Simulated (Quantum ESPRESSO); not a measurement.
BaO is modelled in the hexagonal space group P6₃/mmc (No. 194), the NiAs type structure, Pearson symbol hP4. Lattice parameters: a = b = 3.6685 Å, c = 6.5931 Å, α = β = 90.00°, γ = 120.00°. O on 2a is coordinated by 6 Ba at 2.684 Å (octahedral). Ba on 2c sees 6 O at 2.684 Å (trigonal prismatic). (Neighbours: up to the widest gap in distance over summed covalent radii, below 1.35, at either atom; cation-cation contacts left out.)

The PBEsol cell relaxed from Materials Project entry mp-1008500 was given a biaxial strain of -2 % along x and y, z relaxed, and the atoms were relaxed again.

Problem. What does PBEsol (Quantum ESPRESSO, PseudoDojo norm-conserving, 84 Ry, without SOC) give for the electronic structure near the Fermi level?

Solution. The PBEsol gap is indirect, 2.39 eV, from H to M; the smallest direct gap is 2.42 eV. 

This is not the ordinary phase of the substance; no match was found in the copy of COD used, and its stability was not checked.
